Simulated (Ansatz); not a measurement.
# Mg₂C: rattling a relaxed structure

The cell was found from a structure generator's guess, not taken from experiment.

These are results of DFT PBE, scalar-relativistic, plane waves, PAW in Ansatz, not measurements. Plane waves to 420 eV, a k mesh through Γ of 14×14×10 on the computed 3-atom cell and Gaussian smearing (0.10 eV); no spin polarisation.

The cell below (3 atoms, space group P4/mmm (No. 123)) is relaxed within its symmetry.

```
CELL_PARAMETERS angstrom
3.31608 0.00000 0.00000
0.00000 3.31608 0.00000
0.00000 0.00000 4.29196
ATOMIC_POSITIONS crystal
Mg 0.00000 0.00000 0.00000
Mg 0.50000 0.50000 0.50000
C 0.00000 0.00000 0.50000
```

For the test a repeat of it with 6 atoms (edges 3.32, 3.32, 8.58 Å) was strained at random (σ = 1.5 % a component), the atoms were moved at random (σ = 0.10 Å), and all was relaxed again on a coarse 6×6×4 mesh (in the run’s order of axes) with 0.20 eV smearing, with no symmetry imposed.

Task: Is the structure stable against such a distortion?

Result: It doesn't return. The energy falls by 10 meV/atom on that mesh, the volume changes by -0.3 %, and the end has space group Pmmm (No. 47) at a loose tolerance. Relaxed again on a 14×14×12 mesh with 0.10 eV smearing, the new structure lies 13 meV/atom below the first (mesh in the axes of the run's cell; the cell below is made exact in the group named). Space group Pmmm (No. 47), orthorhombic, a = 3.112 Å, b = 3.510 Å, c = 4.295 Å. Around Mg on its first site lie 2 C at 2.15 Å; around Mg on its second site lie 4 C at 2.35 Å; around C lie 2 Mg at 2.15 Å and 4 Mg at 2.35 Å.

```cif
data_structure
_symmetry_space_group_name_H-M 'Pmmm'
_symmetry_Int_Tables_number 47
_cell_length_a 3.1122
_cell_length_b 3.5098
_cell_length_c 4.2953
_cell_angle_alpha 90.000
_cell_angle_beta 90.000
_cell_angle_gamma 90.000
_cell_volume 46.92
loop_
_atom_site_label
_atom_site_type_symbol
_atom_site_symmetry_multiplicity
_atom_site_Wyckoff_symbol
_atom_site_fract_x
_atom_site_fract_y
_atom_site_fract_z
_atom_site_occupancy
Mg1 Mg 1 b 0.50000 0.00000 0.00000 1
Mg2 Mg 1 g 0.00000 0.50000 0.50000 1
C1 C 1 d 0.50000 0.00000 0.50000 1
```
